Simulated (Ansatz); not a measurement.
Relaxed-ion elastic tensor of CsPbBr$_{3}$ in space group Pnma (No. 62; Pb on 4a, Cs on 4c, Br on 8d, Br on 4c) in GPa (Voigt order), PBE in the plane-wave PAW code Ansatz; density 4.59 g/cm³, 41.92 Å³ per atom.

```
26.5  10.2  15.9   0.0   0.0   0.0
10.2  32.0  11.5   0.0   0.0   0.0
15.9  11.5  20.7   0.0   0.0   0.0
 0.0   0.0   0.0   5.1   0.0   0.0
 0.0   0.0   0.0   0.0  10.9   0.0
 0.0   0.0   0.0   0.0   0.0   6.0
```

**Question.** Is the crystal mechanically stable?

**Answer.** Yes: the smallest eigenvalue of C is 5.1 GPa.

**Question.** Work out the Voigt, Reuss and Hill averages.

**Answer.** K_V = 17.2, K_R = 16.9, K_H = 17.1; G_V = 7.2, G_R = 6.0, G_H = 6.6 GPa.

**Question.** Give Young's modulus, Poisson's ratio, Pugh's ratio and the universal anisotropy index.

**Answer.** E = 9KG/(3K + G) = 17.5 GPa; ν = 0.33; K/G = 2.59 (ductile by the Pugh limit of 1.75); A_U = 5G_V/G_R + K_V/K_R − 6 = 0.99.

**Question.** Estimate the sound speeds and the Debye temperature.

**Answer.** v_l = √((K + 4G/3)/ρ) = 2370 m/s, v_t = √(G/ρ) = 1200 m/s, mean 1340 m/s; Θ = (h/k)(3n/4πV)^(1/3) v_m = 115 K.

**Question.** Solve the Christoffel equation for the three sound speeds along x, y, z.

**Answer.** Eigenvalues of C_ijkl n_j n_l equal ρv². In km/s, slowest first: x 1.15, 1.54, 2.40; y 1.05, 1.15, 2.64; z 1.05, 1.54, 2.12.

**Question.** How much does each axis shrink under pressure?

**Answer.** Linear compressibilities β_i = Σ_j S_ij (j = 1 to 3): x 15, y 17, z 28 per TPa.

The PBE relaxation kept the symmetry of its start. Spin–orbit coupling is left out wherever it is not named.

Potentials: the later of the program's two PAW sets.
